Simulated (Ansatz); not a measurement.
Values for one crystal, relaxed and computed with PBEsol (plane waves, PAW; program Ansatz); other levels are named.

- Volume per atom: 20.05 Å³
- Band gap: 0.46 eV (indirect)
- Conduction-band minimum: on the Γ–X line, 84 % of the way from Γ (6 equivalent valleys)
- Smallest direct gap on the standard path: 2.52 eV
- Valence-band maximum: at Γ

### Question
Which of these materials gives this?
A. C, diamond
B. S, α-S8
C. I, molecular I2 type
D. Si, diamond

### Answer
D, Si, diamond

Space group Fd-3m (diamond). The PBEsol relaxation kept the symmetry of its start.

Potentials: the earlier of the program's two PAW sets. The files were generated under PBE; for other functionals the program regenerates the frozen cores, and for LDA and PBEsol the local potential too.
